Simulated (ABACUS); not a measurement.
A self-consistent single point of Mo (C2/m, 1 atom in the cell; from Materials Project mp-129, changed as shown).

```
CELL_PARAMETERS angstrom
     -1.58381     1.58381     1.58381
      1.58381    -1.58381     1.58381
      1.59965     1.59965    -1.59965
ATOMIC_POSITIONS crystal
  Mo 0.00000 0.00000 0.00000
```

All values come from this method and carry its errors: LDA (PW92), PseudoDojo 0.4 standard norm-conserving LDA (tails mended) pseudopotentials (plane waves; ABACUS 3.10.1).

ABACUS settings:

```
key                                                                   value
---------------  ----------------------------------------------------------
KPT                                                    Gamma 10 10 10 0 0 0
basis_type                                                               pw
dft_functional                                                        PWLDA
ecutwfc                                                               80 Ry
smearing_method                                                          mv
smearing_sigma                                                0.00734986 Ry
potentials       PseudoDojo 0.4 standard norm-conserving LDA (tails mended)
symmetry                                                                  1
ks_solver                                                               dav
scf_nmax                                                                100
scf_thr                                                          1.0e-09 Ry
mixing_type                                                         broyden
```

Results:

- Number of valence electrons: 14
- Number of bands: 17
- Number of k-points after the program's reduction: 282
- Number of plane waves (most at a k-point): 1331
- Number of SCF iterations: 6
- FFT grid: 30 × 30 × 30
- Free energy E − TS: -1914.8061 eV
- Fermi level (on the code's own zero): 20.56 eV
- Pressure: -16.35 GPa

Stress (GPa, positive for compression):
```
-16.66   -0.69    0.33
 -0.69  -16.66    0.33
  0.33    0.33  -15.74
```

For comparison: a first run was changed to give this one (lattice vector c scaled by 1.01), and from it to this one the free energy rises by 15.9 meV/atom and the pressure goes from -14.24 to -16.35 GPa.

The structure comes from a collection of computed structures, made at another level of theory; the collection holds predicted forms beside known ones. No clean gap shows at this smearing width and mesh (spacing up to 0.28 Å⁻¹); the mesh is coarse for partly filled bands, so the values carry mesh errors.

Cost on one core: around 2.5 core-minutes (rough).

“Tails mended”: in these copies of the files the far tail of each local potential was reset to the Coulomb form.
